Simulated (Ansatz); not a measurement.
MgS (rock salt)

```yaml
crystal:
  lattice:
    - [0.00000, 2.61485, 2.61485]
    - [2.61485, 0.00000, 2.61485]
    - [2.61485, 2.61485, 0.00000]
  atoms:
    - { symbol: S, position: [0.00000, 0.00000, 0.00000] }
    - { symbol: Mg, position: [0.50000, 0.50000, 0.50000] }
```

The slice is a {111} plane (indices of the conventional cell) through the point (0.500, 0.500, 0.500) (fractional), spanned by u = [100] and v = [-1 2 0] in vectors of this cell: u (3.70 Å) and v (6.41 Å, at 90° to u). It covers one period; positions are fractions (u, v).

Computed with PBE (plane waves to 420 eV, PAW, scalar-relativistic; Ansatz, a first-principles code). k mesh 11×11×11. Inside the PAW spheres the values are not all-electron values, and peaks at nuclei hang on which shells count as valence. MgS was relaxed with its symmetry unable to fall.

Task: Sketch the valence electron density on this plane as a map.

Result: 
```
|887733000000000000003377|
|443300000000000000000033|
|000000000000000000000000|
|000000000000000000000000|
|000000000000000000000000|
|000000000000000000000000|
|000000000000000000000000|
|000000000033443300000000|
|000000003377887733000000|
|000000004488998844000000|
|000000003377887733000000|
|000000000033443300000000|
|000000000000000000000000|
|000000000000000000000000|
|000000000000000000000000|
|000000000000000000000000|
|000000000000000000000000|
|443300000000000000000033|
|887733000000000000003377|
|998844000000000000004488|
```
Scale: ten equal steps from -1.07 (start of '0') to 1.50 (end of '9'), in the order '0123456789'. Values: log₁₀ of the valence density in e/Å³. The map has 12 points along u (two characters each, u = 0 at the left) and 20 along v (v = 0 in the bottom row). The scale is logarithmic, as a density can span decades between atoms and voids.
